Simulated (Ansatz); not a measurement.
The elements of this relaxed trial crystal are hidden behind letters.

```
lattice vectors (Å)
   3.9407    0.0000    0.0000
   0.0000    3.9407    0.0000
   0.0000    0.0000   16.7971
fractional positions
X 0.5000 0.5000 0.5000
Z 0.0000 0.0000 0.6755
Z 0.0000 0.0000 0.3245
Z 0.5000 0.5000 0.1622
Z 0.0000 0.0000 0.0000
Z 0.5000 0.5000 0.8378
Q 0.5000 0.0000 0.4048
Q 0.0000 0.5000 0.2433
Q 0.5000 0.0000 0.0811
Q 0.0000 0.5000 0.9189
Q 0.5000 0.0000 0.7567
Q 0.0000 0.5000 0.5952
```

All numbers below come from DFT PBE, scalar-relativistic, plane waves, PAW (Ansatz). Settings of the last relaxation (12-atom cell): 420 eV, 8×8×2 k points, Gaussian smearing of 0.02 eV, no spin polarisation.

```
Space group                               : P-4m2 (No. 115)
Conventional cell                         : a = 3.941 Å, c = 16.797 Å
Volume per atom                           : 21.74 Å³
Density                                   : 4.13 g/cm³
Formation energy                          : −0.388 eV/atom
Gap on the 8×8×2 mesh of the 12-atom cell : 1.24 eV
```

Energies are uncorrected and count from the elements' standard states at the same level.

Question: X is a p-block element of period 5, Z is a p-block element of period 4 and Q is a p-block element of period 3. Which elements are they?

Answer: X = In, Z = Ga, Q = P, so the formula is InGa5P6. Density times volume gives a mean mass of 4.13 × 21.74/1.6605 = 54.1 u per atom, and this set has 54.1 u. In has 4 P at 2.54 Å; around Ga on a site of symmetry 2mm lie 4 P at 2.39–2.40 Å; around P on its first site lie 2 Ga at 2.39 Å and 2 In at 2.54 Å; 4 more sites not described. Other sets within the hints have nearly the same mass, so mass alone doesn't settle it; this one was computed.

Kohn–Sham gaps at this level usually fall short of measured ones. A later test with randomly moved atoms came back to the same energy, though modes that don't fit the test's cell weren't probed.
